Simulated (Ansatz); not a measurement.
BaTiO$_{3}$:
```yaml
crystal:
  lattice:
    - [3.98471, 0.00000, 0.00000]
    - [0.00000, 3.98471, 0.00000]
    - [0.00000, 0.00000, 4.20562]
  atoms:
    - { symbol: Ba, position: [0.50000, 0.50000, 0.59156] }
    - { symbol: Ti, position: [0.00000, 0.00000, 0.10878] }
    - { symbol: O, position: [0.00000, 0.50000, 0.06010] }
    - { symbol: O, position: [0.50000, 0.00000, 0.06010] }
    - { symbol: O, position: [0.00000, 0.00000, 0.53945] }
```

Relaxed with PBE. Special points in fractions of this cell's reciprocal vectors: Γ (0.000, 0.000, 0.000); X (0.000, 0.500, 0.000); M (0.500, 0.500, 0.000); Z (0.000, 0.000, 0.500); R (0.000, 0.500, 0.500); A (0.500, 0.500, 0.500).

List the band energies nearest the valence-band maximum at these points for DFT-PBE in the program Ansatz with PAW potentials.

In eV from the valence-band maximum; about four levels below and three above (degenerate sets whole), none deeper than 8.9 eV; points with the same levels are listed once.

```tsv
k	below	above
Γ	-1.35 -0.91 -0.55 -0.55	1.85 2.49 2.49
X	-1.95 -1.69 -1.57 -1.32	2.55 3.46 3.57
M	-2.01 -1.13 -1.13 -0.03	3.61 3.61 3.95
Z	-2.03 -1.95 -0.70 -0.70	1.94 3.47 3.47
R	-1.84 -1.16 -1.07 -0.50	3.50 3.52 3.76
A	-2.58 -2.58 -0.47 -0.47 0.00	3.99 3.99 4.10
```

Space group P4mm. The PBE relaxation kept the symmetry of its start. No spin polarisation was allowed. Scalar-relativistic: spin–orbit coupling is off unless named, which matters more the heavier the elements.

Potentials: the earlier of the program's two PAW sets.
